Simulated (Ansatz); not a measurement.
## NaHF$_{2}$, one cell by several methods

```yaml
crystal:
  lattice:
    - [1.72845, 0.99792, 4.63887]
    - [-1.72845, 0.99792, 4.63887]
    - [0.00000, -1.99584, 4.63887]
  atoms:
    - { symbol: Na, position: [0.00000, 0.00000, 0.00000] }
    - { symbol: H, position: [0.50000, 0.50000, 0.50000] }
    - { symbol: F, position: [0.41000, 0.41000, 0.41000] }
    - { symbol: F, position: [0.59000, 0.59000, 0.59000] }
```

Atoms are numbered in the order listed.

The geometry is COD entry 1010284, unchecked; take it as a test cell. It is an old determination, and later ones may differ.

Levels of theory: DFT, LDA, PAW with Ansatz's default frozen-core files, scalar-relativistic (Ansatz 0.2.0); DFT, LDA, all-electron PAW with datasets made for the crystal, scalar-relativistic (Ansatz 0.2.0); DFT, LDA, all-electron LAPW, scalar-relativistic (Ansatz 0.2.0).

For PAW: a Γ-centred 10×10×10 k mesh, Fermi–Dirac smearing of 0.02 eV, cutoff 420 eV, no spin polarisation; the PAW files were made with PBE, and the program remakes their frozen cores for this functional. The crystal-made all-electron datasets (AE datasets) take a cutoff of 640 eV at this cell. LAPW targets a basis error of 1 meV/atom. The Ansatz runs share mesh, smearing and spin set-up. Plane-wave (PAW) pressures include the program's estimate of the Pulay term.

Stress and pressure are positive in compression.

Levels count from the top of the valence band.

| quantity | PAW | AE datasets | LAPW |
| --- | --- | --- | --- |
| pressure (GPa) | -7.03 | -6.98 | -6.98 |
| stress xx (GPa) | -1.41 | -1.37 | -1.37 |
| stress zz (GPa) | -18.28 | -18.19 | -18.19 |
| force on F3, z (eV/Å) | 2.181 | 2.172 | 2.172 |
| band gap (eV) | 6.354 | 6.346 | 6.345 |
| highest filled level at S2 (eV) | -0.246 | -0.247 | -0.247 |
| lowest empty level at S2 (eV) | 11.514 | 11.509 | 11.509 |
| highest filled level at S0 (eV) | -0.246 | -0.247 | -0.247 |
| lowest empty level at S0 (eV) | 11.514 | 11.509 | 11.509 |
| highest filled level at Γ (eV) | -0.299 | -0.296 | -0.296 |
| lowest empty level at Γ (eV) | 6.354 | 6.346 | 6.345 |
